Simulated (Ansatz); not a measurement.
Level of theory: DFT PBE, scalar-relativistic, plane waves, PAW (Ansatz). Plane waves to 420 eV, a 10×10×10 mesh through Γ for the 9-atom cell and 0.10 eV Gaussian smearing; no spin polarisation.

The zero of energy is the elements' standard structures at the same level (H₂ as a molecule); no fitted shifts are applied.

**Question.** Propose a candidate for a cubic metal made of H, Ti and Zr, with a formation energy near −0.25 eV/atom and about 9 Å³ per atom, in a cell of 9 atoms. Its symmetry should be Fm-3m (No. 225).

**Answer.** Zr2TiH6, space group Fm-3m (No. 225). Around Zr lie 12 H at 2.41 Å and 4 Ti at 2.94 Å; Ti has 6 H at 1.84 Å and 8 Zr at 2.94 Å; around H lie 1 Ti at 1.84 Å, 4 H at 2.21 Å and 4 Zr at 2.41 Å.

```cif
data_structure
_symmetry_space_group_name_H-M 'Fm-3m'
_symmetry_Int_Tables_number 225
_cell_length_a 6.7951
_cell_length_b 6.7951
_cell_length_c 6.7951
_cell_angle_alpha 90.000
_cell_angle_beta 90.000
_cell_angle_gamma 90.000
_cell_volume 313.75
loop_
_atom_site_label
_atom_site_type_symbol
_atom_site_symmetry_multiplicity
_atom_site_Wyckoff_symbol
_atom_site_fract_x
_atom_site_fract_y
_atom_site_fract_z
_atom_site_occupancy
Zr1 Zr 8 c 0.25000 0.75000 0.75000 1
Ti1 Ti 4 a 0.00000 0.00000 0.00000 1
H1 H 24 e 0.27028 0.00000 0.00000 1
```

* Volume per atom: 8.72 Å³
* Density: 5.00 g/cm³
* Formation energy: −0.25 eV/atom
* Gap on the 10×10×10 mesh of the 9-atom cell: 0 eV (a metal)

It was reached by relaxing an invented guess, and it needn't be the stable form of this composition. The answer needn't be unique; the calculation gave this one.

With hydrogen, zero-point motion can shift formation energies by some tens of meV/atom. Symmetry constrained the relaxation, so the result can be a saddle point.
